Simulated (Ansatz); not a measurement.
Total density of states per atom from DFT-r²SCAN in the program Ansatz with PAW potentials, in 0.25 eV bins, energy from the valence-band maximum:

```
E (eV) | states/eV/atom
    -7.85 |  0.00
    -7.60 |  0.00
    -7.35 |  0.00
    -7.10 |  0.00
    -6.85 |  0.00
    -6.60 |  0.00
    -6.35 | ################## 1.00
    -6.10 |  0.00
    -5.85 | ##### 0.28
    -5.60 | ##################### 1.15
    -5.35 | ########## 0.56
    -5.10 | # 0.07
    -4.85 | ####### 0.37
    -4.60 | ########## 0.56
    -4.35 |  0.02
    -4.10 | ################### 1.03
    -3.85 | ######################### 1.41
    -3.60 | ####################### 1.29
    -3.35 | ##### 0.26
    -3.10 |  0.00
    -2.85 | ######### 0.50
    -2.60 | ######### 0.48
    -2.35 |  0.02
    -2.10 |  0.00
    -1.85 |  0.00
    -1.60 | #### 0.24
    -1.35 | ########################## 1.43
    -1.10 | ############################# 1.61
    -0.85 | ############################## 1.66
    -0.60 | ############################ 1.56
    -0.35 | #### 0.24
    -0.10 | ##### 0.26
     0.15 |  0.00
     0.40 |  0.00
     0.65 |  0.00
     0.90 |  0.00
     1.15 |  0.00
     1.40 |  0.00
     1.65 |  0.00
     1.90 |  0.00
     2.15 |  0.00
     2.40 |  0.00
     2.65 | ###### 0.35
     2.90 | ################ 0.89
     3.15 | ############ 0.68
     3.40 | ############### 0.81
     3.65 | ##### 0.27
     3.90 | ####### 0.41
     4.15 | ##################### 1.15
     4.40 | ###################### 1.22
     4.65 | ####################### 1.26
     4.90 | ############## 0.76
     5.15 | ### 0.19
     5.40 |  0.00
     5.65 |  0.00
     5.90 |  0.00
     6.15 |  0.00
     6.40 | ## 0.13
     6.65 | ####### 0.36
     6.90 | ##### 0.29
     7.15 | ##### 0.29
```

Q: Pick the material that matches.
(A) NdS2, cubic Laves (MgCu2 type)
(B) S, P2/c (Pearson symbol mP32)
(C) KTbS2, R-3m (K on 3a, Tb on 3b, S on 6c)
(D) RbTmS2, R-3m (Tm on 3b, S on 6c, Rb on 3a)

A: B, S, P2/c (Pearson symbol mP32). Top 1 eV of the valence band: S 3p 93 %. Bottom 1 eV of the conduction band: S 3p 77 %, S 3s 12 %, outside the projected shells 10 %. Projections are on Löwdin-orthogonalised atomic valence shells; empty p or d shells of many metals are not among them.

The workflow started from a Materials Project entry (that database holds measured and hypothetical structures alike); the Crystallography Open Database files this formula in space group No. 13, but the cells were not matched. It is not the phase usual at ambient conditions (space group No. 70). The cell was relaxed with r²SCAN under the symmetry of its start; whether a distortion lowers the energy is not shown. A crystal of weakly bound molecules computed without a dispersion correction: the cell and the soft elastic constants depend strongly on that.

Potentials: the later of the program's two PAW sets.
